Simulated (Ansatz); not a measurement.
Input:

Al2Cu:
```yaml
crystal:
  lattice:
    - [-2.99840, 2.99840, 2.40227]
    - [2.99840, -2.99840, 2.40227]
    - [2.99840, 2.99840, -2.40227]
  atoms:
    - { symbol: Al, position: [0.65935, 0.15935, 0.81870] }
    - { symbol: Al, position: [0.84065, 0.65935, 0.50000] }
    - { symbol: Al, position: [0.15935, 0.34065, 0.50000] }
    - { symbol: Al, position: [0.34065, 0.84065, 0.18130] }
    - { symbol: Cu, position: [0.25000, 0.25000, 0.00000] }
    - { symbol: Cu, position: [0.75000, 0.75000, 0.00000] }
```

This is the r²SCAN-relaxed structure. x, y and z are the axes in which the lattice vectors are written.

Problem. All from r²SCAN in the plane-wave PAW code Ansatz, unless another level is named. Give the Young's modulus.

Solution. 117 GPa.

Problem. What about the elastic constants (relaxed ions, GPa)?

Solution. C11 = 188, C12 = 87.1, C13 = 69.7, C33 = 198, C44 = 31.9, C66 = 50.0.

Problem. Next, the highest zone-centre frequency?

Solution. 333 cm^-1.

Space group I4/mcm. The cell was relaxed with r²SCAN under the symmetry of its start; of distortions, only those at the zone centre were tested. No spin polarisation was allowed. As this level gives no gap, shear constants depend on the k-mesh and smearing (Fermi–Dirac, 0.1 eV here). As this level gives no gap, phonon frequencies hold no LO–TO term and depend on the k-mesh and smearing (Fermi–Dirac, 0.1 eV here).

Potentials: the later of the program's two PAW sets.
